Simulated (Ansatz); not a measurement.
# YHg$_{2}$: pressure against volume

A database entry relaxed whole under r2SCAN (P6/mmm):

```
Y Hg
1.0
     4.86451    0.00000    0.00000
    -2.43226    4.21279    0.00000
     0.00000    0.00000    3.49495
Y Hg
1 2
Direct
  0.00000 0.00000 0.00000
  0.33333 0.66667 0.50000
  0.66667 0.33333 0.50000
```

The cell was scaled uniformly, its shape held, and the atoms relaxed at each volume with plane-wave PAW DFT (Ansatz 0.2.0; r2SCAN, 500 eV, 8×8×10 Γ-centred mesh, fermi-dirac occupations of width 0.100 eV; no spin, no spin-orbit coupling). One row is withheld.

```json
{"volume (Å³/atom)": "22.442", "energy over the lowest (meV/atom)": "23.1", "pressure (GPa)": "5.58"}
{"volume (Å³/atom)": "22.919", "energy over the lowest (meV/atom)": "9.7", "pressure (GPa)": "3.48"}
{"volume (Å³/atom)": "23.397", "energy over the lowest (meV/atom)": "2.3", "pressure (GPa)": "1.64"}
{"volume (Å³/atom)": "23.874", "energy over the lowest (meV/atom)": "0.0", "pressure (GPa)": "0.01"}
{"volume (Å³/atom)": "24.352", "energy over the lowest (meV/atom)": "?", "pressure (GPa)": "?"}
{"volume (Å³/atom)": "24.829", "energy over the lowest (meV/atom)": "8.7", "pressure (GPa)": "-2.69"}
{"volume (Å³/atom)": "25.307", "energy over the lowest (meV/atom)": "18.5", "pressure (GPa)": "-3.80"}
```

Problem. Fit the pressures of the other rows to the third-order Birch-Murnaghan form.

Solution. With f = [(V₀/V)^(2/3) − 1]/2 and P = 3B₀f(1 + 2f)^(5/2)[1 + 3(B₀′ − 4)f/2], least squares gives V₀ = 23.88 Å³ an atom, B₀ = 76.3 GPa and B₀′ = 5.3; the rows miss the fit by less than 0.01 GPa. The slope of the energies differs from these pressures by 0.06 GPa, since they are taken to zero smearing while pressures follow the free energy.

Problem. What does the withheld row hold?

Solution. The fit gives -1.43 GPa at 24.352 Å³; the run gave -1.43 GPa and 2.3 meV an atom.

Caveats: the shape of the cell was held, so B₀ is an upper bound where the axes differ in stiffness; 0 K, fixed nuclei; the symmetry was kept, and this need not be the phase that is stable at 0 K; one mesh for all volumes; pressure is positive in compression.
